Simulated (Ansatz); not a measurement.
Sb (A7 type, space group R-3m)

```xyz
2
Lattice="2.1606 1.2474 3.6799 -2.1606 1.2474 3.6799 0.0000 -2.4949 3.6799" Properties=species:S:1:pos:R:3 pbc="T T T"
Sb     0.0000     0.0000     2.6095
Sb     0.0000     0.0000     8.4301
```

Scan: atom 1 (Sb, nearest neighbour Sb at 2.932 Å; its periodic images, 4.3 Å or more away, move with it) is displaced along Cartesian [111], direction (0.577, 0.577, 0.577) in Cartesian axes, by s. The other atoms stay.

Calculation: PBE-D3(BJ) (plane waves to 420 eV, PAW, scalar-relativistic; Ansatz, a first-principles code). k mesh 11×11×11 (Γ-centred), Fermi-Dirac smearing 0.05 eV. The energy includes the smearing's −TS. With partly filled bands, energies and forces of such displacements shift with the k mesh and the smearing. Sb was relaxed with its symmetry unable to fall. Spin-orbit coupling is left out, though Sb is heavy. ΔE is measured from the undisplaced structure. The last digit holds for this mesh only.

| s (Å) | ΔE (meV/cell) |
|---|---|
| -0.590 | 1006.0 |
| -0.472 | 586.0 |
| -0.354 | 292.5 |
| -0.236 | 111.8 |
| -0.118 | 23.0 |
| 0.000 | 0.0 |
| 0.118 | 12.9 |
| 0.236 | 32.4 |
| 0.354 | 44.5 |
| 0.472 | 74.1 |
| 0.590 | 151.7 |

Problem. What force constant k = d²E/ds² at s = 0 does the table give?

Solution. 2.6 eV/Å². It is the second difference of the nearest points, corrected with the next pair.

Problem. With k = 2.61 eV/Å² from the forces, is the well harmonic out to s = 0.590 Å?

Solution. ½ks² = 454 meV/cell against the computed 152 meV/cell, so the well is softer than harmonic there.

(For displaced atoms, the force is minus the slope of the energy, and its curvature is a force constant, which sets phonon frequencies.)
